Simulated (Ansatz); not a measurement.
ReSe$_{2}$ (fluorite or antifluorite type, space group No. 225), the program Ansatz at the PBE level (PAW), all energies at zero smearing, with the estimated change up to a 700 eV cutoff added, with one set of potentials and settings (totals compare only within such a set). Cell of 3 atoms (1 Re, 2 Se): -21805.667 eV.

```csv
element,reference phase,E (eV/atom)
Re,"P6_3/mmc, 2 atoms in the cell",-10868.0812
Se,"P3_121, 3 atoms in the cell",-5469.0798
```

Formation energy per atom, worked out: (-21805.667 − 1×(-10868.0812) − 2×(-5469.0798))/3 = 0.191 eV/atom (18 kJ per mol of atoms), at 0 K, without zero-point energy or fitted corrections.

Space group Fm-3m (fluorite or antifluorite type). A made-up cell: these elements were put on the sites of a structure type; neither database checked (COD, Materials Project) lists it. COD files the formula under space group No. 2, so this cell is another polymorph or a model. Its standing as an ambient phase is unchecked. Symmetry was held in the PBE relaxation; whether a distortion lowers the energy is not shown. No spin polarisation was allowed. The references are the lowest solids computed at this level, not always the standard phases. Spin–orbit coupling is left out wherever it is not named.

Potentials: the later of the program's two PAW sets.
